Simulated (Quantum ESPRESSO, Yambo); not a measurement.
CaHI (space group P4/nmm, No. 129). Cell and atoms were relaxed with PBE+D3(BJ) from Materials Project entry mp-24204, within its symmetry. Chain: PBEsol (pw.x of Quantum ESPRESSO, ONCV potentials, no spin-orbit coupling); G0W0 in Yambo (4×4×1 Γ-centred k mesh, 269 bands and a 8 Ry block in the screening, 269 bands in G with the Bruneval-Gonze terminator, plasmon pole fitted at 27.2 eV); BSE (6×6×2 mesh, 8 valence and 15 conduction bands, static screening with 73 bands and a 3 Ry block, scissor 2.12 eV, Tamm-Dancoff).

- PBEsol gap (dense path): 2.92 eV
- PBEsol gap (0, 0.25, 0) → M on the GW mesh: 3.45 eV
- PBEsol smallest direct gap on the GW mesh, at Γ: 3.84 eV
- G0W0 direct gap at that point: 5.96 eV
- G0W0 correction to the gap (0, 0.25, 0) → M: 1.66 eV
- lowest exciton: no binding energy given (see below)
- RPA electronic dielectric constant along x: 4.82 (4×4×2 mesh, PBEsol bands)

Rough cost of the Yambo steps against G0W0 for 8 states: BSE within a factor of two, one RPA spectrum about 1/20.

Nearest settings tried, and what they do to the gap: 3 Ry block (85 vectors against 363): -301 meV. Not varied: bands in G, bands in W, mesh. So the settings aren't converged at that level. The k mesh is coarse. The mesh misses a band edge: along a dense path the PBEsol gap is 2.92 eV against 3.45 eV on the mesh. The BSE states are vertical excitations (zero momentum); the indirect quasiparticle gap, about 4.58 eV, is smaller than the direct one (5.96 eV on the GW mesh). Convergence of the RPA response with its 4×4×2 mesh was not tested. The lowest state covers only about 1 of the 72 k points, so the mesh doesn't resolve it: its energy and its distance from the direct gap are mesh artefacts. An extended exciton needs a far denser mesh. Axes are Cartesian, with cell vectors (Å) (3.98, 0.00, 0.00), (0.00, 3.98, 0.00), (0.00, 0.00, 8.59).

Without spin-orbit coupling, band edges of such heavy elements can be off by tenths of an eV.
